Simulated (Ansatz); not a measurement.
Ca:
```
Ca
1.0
    0.00000     2.77288     2.77288
    2.77288     0.00000     2.77288
    2.77288     2.77288     0.00000
Ca
1
Direct
  0.00000   0.00000   0.00000
```

Relaxed with r²SCAN+D4. Special points in fractions of this cell's reciprocal vectors: Γ (0.000, 0.000, 0.000); X (0.500, 0.000, 0.500); U (0.625, 0.250, 0.625); K (0.375, 0.375, 0.750); L (0.500, 0.500, 0.500); W (0.500, 0.250, 0.750).

List the band energies nearest the Fermi level at these points for the program Ansatz at the r²SCAN+D4 level (PAW).

In eV from the Fermi level; about four levels below and three above (degenerate sets whole), none deeper than 8.9 eV; points with the same levels are listed once.

```
k        below                above
-  -----------  -------------------
Γ        -4.27       2.69 2.69 2.69
X        -0.39       0.77 0.92 4.50
U            –       0.07 0.56 0.85
L  -0.94 -0.29  2.55 2.55 4.51 4.51
W            –       0.26 0.78 0.78
```

Space group Fm-3m (fcc (Cu type)). The cell was relaxed with r²SCAN+D4 under the symmetry of its start. The pairwise dispersion correction was not fitted to metals.

Potentials: the later of the program's two PAW sets.
